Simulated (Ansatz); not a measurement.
The relaxed structure here is a generated cell of Y2Ge: the first start was made by placing the elements on the sites of a structure type, and the end was not matched to a known phase here, so it may be hypothetical.

The start is a generated cell, Y2Ge placed in the AFLOW prototype AB2_hP6_194_b_f (as in CaIn2). A full variable-cell relaxation at zero pressure is run with r2SCAN (plane waves to 500 eV, PAW, scalar-relativistic; Ansatz, a quantum-chemistry and plane-wave program). The first steps use a 8×8×5 k-mesh.

Initial structure:
```
Y2Ge
1.0
    4.84055     0.00000     0.00000
   -2.42027     4.19204     0.00000
    0.00000     0.00000     7.66379
Ge Y
2 4
Direct
  0.00000   0.00000   0.25000
  0.00000   0.00000   0.75000
  0.33333   0.66667   0.04500
  0.66667   0.33333   0.54500
  0.66667   0.33333   0.95500
  0.33333   0.66667   0.45500
```

Question: Which atoms feel the largest initial force, and how large is it?

Answer: 0.58 eV/Å, on Y3, Y4, Y5, Y6 (atoms numbered as listed).

Question: Does the structure survive the relaxation? Give the final space group.

Answer: The space group goes from P6₃/mmc (No. 194) to P6/mmm (No. 191), with 3 atoms in the primitive cell.

Question: By how much does the energy per atom fall from start to end?

Answer: 0.39 eV/atom.

Question: How do the shortest distances between atoms change?

Answer: The closest pairs of elements (up to four, under 3.6 Å), start → end: Y–Y 2.88 → 2.93 Å; Ge–Ge 3.83 → 3.14 Å; Ge–Y 3.21 → 3.33 Å.

Question: Give the final cell and atomic positions.

Answer: 
```cif
data_GeY2
_chemical_formula_sum 'Ge1 Y2'
_space_group_name_H-M_alt 'P6/mmm'
_space_group_IT_number 191
_space_group_name_Hall '-P 6 2'
_cell_length_a 5.07946
_cell_length_b 5.07946
_cell_length_c 3.13760
_cell_angle_alpha 90.000
_cell_angle_beta 90.000
_cell_angle_gamma 120.000
loop_
_atom_site_label
_atom_site_type_symbol
_atom_site_symmetry_multiplicity
_atom_site_Wyckoff_symbol
_atom_site_fract_x
_atom_site_fract_y
_atom_site_fract_z
_atom_site_occupancy
Ge1 Ge 1 b 0.00000 0.00000 0.50000 1
Y1 Y 2 c 0.33333 0.66667 0.00000 1
```

Final values are on a 11×11×15 k-mesh of the relaxed cell. No spin polarisation in the result.

The run could not lose the symmetry of its start: the end is stationary, and may be a saddle point rather than a minimum.
